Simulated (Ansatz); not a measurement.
SrTiO3 (cubic perovskite)

```
CELL_PARAMETERS angstrom
      3.90753     0.00000     0.00000
      0.00000     3.90753     0.00000
      0.00000     0.00000     3.90753
ATOMIC_POSITIONS crystal
  Sr 0.00000 0.00000 0.00000
  Ti 0.50000 0.50000 0.50000
  O  0.00000 0.50000 0.50000
  O  0.50000 0.50000 0.00000
  O  0.50000 0.00000 0.50000
```

In this cell atom 1 (Sr, nearest neighbour O at 2.763 Å; its periodic images, 3.9 Å or more away, move with it) is moved by s along Cartesian [111], unit vector (0.577, 0.577, 0.577); all other atoms and the cell stay fixed.

Method: r2SCAN (plane waves to 500 eV, PAW, scalar-relativistic; Ansatz, a first-principles code). k mesh 7×7×7 (Γ-centred), Fermi-Dirac smearing 0.05 eV. The energy includes the smearing's −TS. Left out: 2 of 11 points, with atoms too close for the PAW data. SrTiO3 is run without spin polarisation. SrTiO3 was relaxed with its symmetry unable to fall. The PAW data are Ansatz's earlier set. ΔE is measured from the undisplaced structure.

| s (Å) | ΔE (meV/cell) |
|---|---|
| -0.664 | withheld |
| -0.498 | 686 |
| -0.332 | 258 |
| -0.166 | 57 |
| 0.000 | 0 |
| 0.166 | 57 |
| 0.332 | 258 |
| 0.498 | 686 |
| 0.664 | withheld |

Problem. Fit an even polynomial form (powers 2, 4) to the given rows and predict ΔE at s = 0.664.

Solution. Least squares on the 7 given rows: ΔE = (1998)·s² + (3099)·s⁴, in meV/cell with s in Å; root-mean-square residual 0.2 meV/cell. At 0.664 the fit gives 1483 meV/cell; the calculation gives 1477 meV/cell, so the extrapolation is off by 6 (+0.4 %). The quadratic term alone would give 881 meV/cell.

(A displaced cell: forces are minus the slopes of the energy, force constants its curvatures, and phonons follow from these.)
